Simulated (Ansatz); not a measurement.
Starting cell, WSi2 (MoSi2 type, space group I4/mmm):

```
CELL_PARAMETERS angstrom
     -1.61458     1.61458     3.93362
      1.61458    -1.61458     3.93362
      1.61458     1.61458    -3.93362
ATOMIC_POSITIONS crystal
  W  0.00000 0.00000 0.00000
  Si 0.33458 0.33458 0.00000
  Si 0.66542 0.66542 0.00000
```

In each cell atom 1 (W, nearest neighbour Si at 2.628 Å; its periodic images, 3.2 Å or more away, move with it) moves by s·(0.000, 0.000, 1.000) (along Cartesian z), the rest being held.

Method: PBE (plane waves to 420 eV, PAW, scalar-relativistic; Ansatz, a program for electronic structure). k mesh 16×16×16 (Γ-centred), Fermi-Dirac smearing 0.05 eV. E stands for the smeared free energy. Left out: 4 of 11 points, with atoms too close for the PAW data. With partly filled bands, energies and forces of such displacements shift with the k mesh and the smearing. Spin-orbit coupling is left out, though W is heavy. WSi2 is run without spin polarisation. WSi2 was relaxed with its symmetry unable to fall. The zero of ΔE is the undisplaced structure.

Successive frames, forces in eV/Å:

```
frame         ΔE (eV/cell)                 F on W1                F on Si2                F on Si3
------------  ------------  ----------------------  ----------------------  ----------------------
s = 0.158 Å          0.176  (0.000, 0.000, -2.266)   (0.000, 0.000, 1.247)   (0.000, 0.000, 1.019)
s = 0.000 Å          0.000   (0.000, 0.000, 0.000)  (0.000, 0.000, -0.008)   (0.000, 0.000, 0.008)
s = -0.158 Å         0.176   (0.000, 0.000, 2.266)  (0.000, 0.000, -1.019)  (0.000, 0.000, -1.247)
```

Question: What are the energy and the forces in the next frame, s = -0.316 Å?

Answer: ΔE (eV/cell) = 0.738.

```json
[
 {"atom": "W1", "Fx": "0.000", "Fy": "0.000", "Fz": "4.961"},
 {"atom": "Si2", "Fx": "0.000", "Fy": "0.000", "Fz": "-1.904"},
 {"atom": "Si3", "Fx": "0.000", "Fy": "0.000", "Fz": "-3.057"}
]
```

(A displaced cell: forces are minus the slopes of the energy, force constants its curvatures, and phonons follow from these.)
